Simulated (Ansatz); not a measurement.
Input file for Ansatz (a quantum-chemistry and plane-wave program):

Ansatz 0.2 input:
```yaml
crystal:
  lattice:
    - [2.8519767297, 0.0, 0.0]
    - [0.0, 2.8519767297, 0.0]
    - [0.0, 0.0, 2.8519767297]
  atoms:
    - { symbol: Al, position: [0.0, 0.0, 0.0] }
    - { symbol: Co, position: [0.5, 0.5, 0.5] }
kpoints:
  mp_grid: { grid: [15, 15, 15] }
hamiltonian:
  xc: pbe
  pseudopotentials: { kind: paw }
scf:
  occupations: { method: fermi_dirac, width: 0.1 }
phonons:
  method: dfpt
  response_accuracy: low
  qmesh: [5, 5, 5]
  interpolated_qmesh: [19, 19, 19]
  dielectric: false
  rigid_motions: translations
  temperatures: { t_max: 1000, t_step: 50 }
  qpath:
    path:
      - [[0.0, 0.0, 0.0], [0.0, 0.5, 0.0], [0.5, 0.5, 0.0], [0.0, 0.0, 0.0], [0.5, 0.5, 0.5], [0.0, 0.5, 0.0]]  # Γ-X-M-Γ-R-X
      - [[0.5, 0.5, 0.5], [0.5, 0.5, 0.0]]  # R-M
    npoints: 13
```

Output (shortened):

```
WARN phonons: nothing shows that this cell's Born effective charges vanish (its symmetry is asked only of a neutral cell with symmetry detection on), so it may …
Pseudopotential: Al, paw, valence charge 3
Pseudopotential: Co, paw, valence charge 17
Functional definition: PBE
Crystal: 2 atoms, lattice volume = 23.197 Å³
Basis set: ecut = 420 eV, 461 PW (Γ), exchange–correlation on 40×40×40 points (8 copies of the dense FFT grid, shifted against one another)
Bands: 14, of which v1, the nominal top of the filled ones, is band 10 counted from 1 (9 counted from 0)
Symmetry: 48 space group operations
k-points: 120 of 3375
SCF iter   1: F=—  HF=-5664.853698 eV  |F-HF|=—  |Δ(HF+E_count)|=         —  Δρ=9.12e-3  dr2=1.35e-2  ethr=1.77e-3  ⟨swp⟩=4.2  Hψ=7773  notcnv=0
preconditioner: auto → none
SCF iter   2: F=—  HF=-5664.852885 eV  |F-HF|=—  |Δ(HF+E_count)|=   8.13e-4  Δρ=5.00e-3  dr2=4.54e-3  ethr=6.76e-5  ⟨swp⟩=1.0  Hψ=2640  notcnv=0
SCF iter   3: F=—  HF=-5664.852420 eV  |F-HF|=—  |Δ(HF+E_count)|=   4.65e-4  Δρ=6.49e-4  dr2=7.07e-5  ethr=2.27e-5  ⟨swp⟩=1.0  Hψ=1686  notcnv=0
SCF iter   4: F=—  HF=-5664.852415 eV  |F-HF|=—  |Δ(HF+E_count)|=   4.39e-6  Δρ=1.56e-4  dr2=1.75e-6  ethr=3.53e-7  ⟨swp⟩=2.2  Hψ=2159  notcnv=0
SCF iter   5: F=—  HF=-5664.852417 eV  |F-HF|=—  |Δ(HF+E_count)|=   1.88e-6  Δρ=2.75e-5  dr2=7.70e-8  ethr=8.77e-9  ⟨swp⟩=2.7  Hψ=2914  notcnv=0
SCF iter   6: F=—  HF=-5664.852417 eV  |F-HF|=—  |Δ(HF+E_count)|=   8.03e-9  Δρ=8.13e-6  dr2=6.62e-9  ethr=3.85e-10  ⟨swp⟩=1.6  Hψ=1989  notcnv=0
SCF iter   7: F=—  HF=-5664.852417 eV  |F-HF|=—  |Δ(HF+E_count)|=  7.97e-10  Δρ=3.89e-7  dr2=1.48e-11  ethr=3.31e-11  ⟨swp⟩=2.3  Hψ=2603  notcnv=0
SCF iter   8: F=-5664.852417 eV  HF=-5664.852417 eV  |F-HF|=1.82e-12  |Δ(HF+E_count)|=  1.82e-12  Δρ=2.35e-8  dr2=3.96e-14  ethr=1.00e-12  ⟨swp⟩=5.0  Hψ=6543  notcnv=0
SCF 1 converged in 8 iterations: F = -5664.852417 eV  dr2 = 3.96e-14
NSCF: frozen V_eff on 120 k-points
NSCF: frozen V_eff on 288 k-points
DFPT response loops at q = (0, 0, 0) (fractional): preconditioner auto → Kerker (q_TF=auto, 2.662 Å⁻¹) (partly filled bands, converged f_vac=0.000) …
NSCF: frozen V_eff on 1920 k-points
DFPT response loops at q = (0, 0, 0.2) (fractional): mixed as the last ones told, above
NSCF: frozen V_eff on 1920 k-points
DFPT response loops at q = (0, 0, 0.4) (fractional): mixed as the last ones told, above
NSCF: frozen V_eff on 3600 k-points
DFPT response loops at q = (0, 0.2, 0.2) (fractional): mixed as the last ones told, above
NSCF: frozen V_eff on 3600 k-points
DFPT response loops at q = (0, 0.2, 0.4) (fractional): mixed as the last ones told, above
NSCF: frozen V_eff on 3600 k-points
DFPT response loops at q = (0, 0.4, 0.4) (fractional): mixed as the last ones told, above
NSCF: frozen V_eff on 3600 k-points
DFPT response loops at q = (0.2, 0.2, 0.2) (fractional): mixed as the last ones told, above
NSCF: frozen V_eff on 6750 k-points
DFPT response loops at q = (0.2, 0.2, 0.4) (fractional): mixed as the last ones told, above
NSCF: frozen V_eff on 6750 k-points
DFPT response loops at q = (0.2, 0.4, 0.4) (fractional): mixed as the last ones told, above
NSCF: frozen V_eff on 3600 k-points
DFPT response loops at q = (0.4, 0.4, 0.4) (fractional): mixed as the last ones told, above
SCF converged after 8 iterations
Free energy (F): -5664.852417 eV
Harris-Foulkes:  -5664.852417 eV  (|F-HF|=1.82e-12)
Internal energy: -5664.822981 eV  (E = F + TS)
E sigma→0 (E₀):  -5664.837699 eV
Entropy (-TS):   -0.029436 eV (-14.718 meV/atom)
Fermi energy:    14.409377 eV
--- Per-component energies (eV) ---
  E_band       = -284.628808
  E_kinetic    = 483.239805
  E_local      = -3674.863581  (includes V_loc(G=0)·N_el)
  E_nonlocal   = 466.487796
  E_hartree    = 1587.245405
  E_xc         = -200.733394
  E_vxc        = -236.795820  (∫ρ·V_xc dr)
  E_paw        = -1985.197197  (= ΣΔE_a)
  E_vpaw       = -497.187890  (= ΣTr[D̂ρ^β])
  E_aug_tail   = 0.000059  (compensation charges beyond the density's cutoff)
  E_ewald      = -2341.001875
  E_smearing   = -0.029436  (= −TS)
  E_closure    =  0.000000  (closes the sum)
  Σ components = -5664.852417   (vs F -5664.852417, Δ=0.00e0)
  [band-id]    e_kinetic+e_local+e_nonlocal+2·e_hartree+e_vxc+e_vpaw+e_augmentation_tail = -284.628821   (vs E_band -284.628808, Δ=-1.27e-5)
--- Band table (eV; the first three rows and the last of 120) ---
  k-point 0: bands = ["-80.2833", "-43.5766", "-43.5766", "-43.5766", "3.3627", "11.4865", "11.4865", "13.6164", "13.6164", "13.6164", "20.3770", "20.3770", "20.3770", "23.1384"]
  k-point 1: bands = ["-80.2832", "-43.5784", "-43.5765", "-43.5765", "3.4469", "11.4782", "11.5101", "13.5704", "13.5704", "13.6212", "19.5562", "20.4948", "20.4948", "23.1268"]
  k-point 2: bands = ["-80.2828", "-43.5836", "-43.5761", "-43.5761", "3.6984", "11.4317", "11.5776", "13.4456", "13.4456", "13.6349", "18.1383", "20.8354", "20.8354", "23.0926"]
  k-point 119: bands = ["-80.2744", "-43.6103", "-43.6103", "-43.6103", "10.4422", "10.5363", "10.5363", "14.1856", "14.1856", "16.2969", "16.8134", "16.8134", "18.5136", "19.9001"]
--- Phonons (Γ-DFPT): 2 representative perturbations + reference (Σ response iterations 5) ---
  ASR residual: 4.855e-4 → 0.000e0 eV/Å²; symmetrization residual: 1.439e-6 eV/Å²
  ASR residual per site (eV/Å²): 8.34e-5 4.86e-4
  Γ frequencies (cm⁻¹): 0.00 0.00 0.00 326.43 326.43 326.43
  non-analytic LO–TO correction: not included (Born effective charges unavailable; polar crystals …
--- Phonons (arbitrary-q DFPT): 10 irreducible q on the 5×5×5 mesh ---
  q = [0.0000, 0.0000, 0.0000] (star 1, of the zone-centre solve; hermiticity 3.97e-7, symmetrization 5.36e-13):  0.00 0.00 0.00 326.43 326.43 326.43
  q = [0.0000, 0.0000, 0.2000] (star 6, 4 solved perturbations in 3000 linear systems a pass and spin channel, the states on 960 of 3375 k-point pairs; hermiticity 8.66e-7, symmetrization 1.27e-10): 107.85 107.85 150.63 316.66 316.66 358.50
  q = [0.0000, 0.0000, 0.4000] (star 6, 4 solved perturbations in 3000 linear systems a pass and spin channel, the states on 960 of 3375 k-point pairs; hermiticity 8.72e-7, symmetrization 2.23e-12): 188.49 188.49 240.40 292.90 292.90 396.98
  q = [0.0000, 0.2000, 0.2000] (star 12, 4 solved perturbations in 5520 linear systems a pass and spin channel, the states on 1800 of 3375 k-point pairs; hermiticity 4.68e-6, symmetrization 1.48e-10): 115.89 144.42 205.14 308.45 343.68 345.26
  q = [0.0000, 0.2000, 0.4000] (star 24, 6 solved perturbations on 1800 of 3375 k-point pairs; hermiticity 2.28e-6, symmetrization 8.46e-11): 177.84 200.30 227.54 288.72 332.60 381.77
  q = [0.0000, 0.4000, 0.4000] (star 12, 4 solved perturbations in 5520 linear systems a pass and spin channel, the states on 1800 of 3375 k-point pairs; hermiticity 1.44e-6, symmetrization 2.71e-10): 177.00 204.14 223.38 280.55 373.38 377.07
  q = [0.2000, 0.2000, 0.2000] (star 8, 2 solved perturbations on 1800 of 3375 k-point pairs; hermiticity 6.68e-6, symmetrization 1.63e-11): 148.94 148.94 229.80 332.24 336.21 336.21
  q = [0.2000, 0.2000, 0.4000] (star 24, 4 solved perturbations in 10350 linear systems a pass and spin channel, the states on 3375 of 3375 k-point pairs; hermiticity 1.76e-6, symmetrization 1.35e-10): 185.39 198.52 225.47 316.68 332.75 374.46
  q = [0.2000, 0.4000, 0.4000] (star 24, 4 solved perturbations in 10350 linear systems a pass and spin channel, the states on 3375 of 3375 k-point pairs; hermiticity 6.14e-7, symmetrization 2.53e-13): 196.56 210.83 220.30 312.17 367.75 368.99
  q = [0.4000, 0.4000, 0.4000] (star 8, 2 solved perturbations on 1800 of 3375 k-point pairs; hermiticity 7.31e-7, symmetrization 7.55e-11): 225.68 229.28 229.28 353.85 353.85 359.02
  sum rule: each row above includes the acoustic sum rule's correction from the zone centre's row sums; it moved no ω² by more than (1.50 cm⁻¹)²
  mesh force constants: q→R imaginary residual 0.00e0; ASR residual 4.855e-4 → 0.000e0 eV/Å²; symmetrization residual 7.105e-15 eV/Å²
  interpolated dispersion: 80 rows × 6 modes
  density of states and harmonic sums: on the 19×19×19 q-mesh, interpolated from the force constants of a 5×5×5 supercell (no non-analytic term)
  largest difference from the sums on the solved wave vectors: F 5.93e-3 eV, S 7.96e-6 and C_V 2.03e-6 eV/K
  zero-point energy: 0.099342 eV/cell   skipped modes (ω ≤ 0): 3   left out of the sums: 7.29e-5 of the cell's modes …
```

Cost: around 15 core-minutes (rough) on shared cores.

Space group Pm-3m (CsCl type). Symmetry was held in the PBE relaxation. No spin polarisation was allowed. As this level gives no gap, phonon frequencies hold no LO–TO term and depend on the k-mesh and smearing (Fermi–Dirac, 0.1 eV here).

Potentials: the later of the program's two PAW sets.

Ansatz is a plane-wave DFT program.
